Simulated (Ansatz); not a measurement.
Given:

SiGe:
```cif
data_Ge2Si2
_chemical_formula_sum 'Ge2 Si2'
_space_group_name_H-M_alt 'P 1'
_space_group_IT_number 1
_cell_length_a 3.54744
_cell_length_b 3.54744
_cell_length_c 6.43774
_cell_angle_alpha 90.000
_cell_angle_beta 90.000
_cell_angle_gamma 120.000
loop_
_space_group_symop_operation_xyz
  'x, y, z'
loop_
_atom_site_label
_atom_site_type_symbol
_atom_site_fract_x
_atom_site_fract_y
_atom_site_fract_z
_atom_site_occupancy
Ge1 Ge 0.00000 0.00000 0.00000 1
Ge2 Ge 0.00000 0.00000 0.50000 1
Si1 Si 0.33333 0.66667 0.25000 1
Si2 Si 0.66667 0.33333 0.75000 1
```

This is the PBEsol-relaxed structure.

Problem. All from PBEsol in the plane-wave PAW code Ansatz, unless another level is named. Give the electronic character.

Solution. metallic (no gap).

Problem. And the density of states at the Fermi level?

Solution. 0.45 states/eV per atom (mean over ±0.08 eV).

Problem. Next, the formation energy from the elements (no fitted shifts)?

Solution. 0.32 eV/atom.

Space group P6_3/mmc (NiAs type). The cell is a constructed one: a structure type filled with these elements; neither database checked (COD, Materials Project) lists it. Whether it is the stable phase at ambient conditions was not checked. The PBEsol relaxation kept the symmetry of its start; its stability against distortions is not shown here. The references are the lowest solids computed at this level, not always the standard phases. Spin–orbit coupling is left out wherever it is not named.

Potentials: the earlier of the program's two PAW sets. The files were generated under PBE; for other functionals the program regenerates the frozen cores, and for LDA and PBEsol the local potential too.
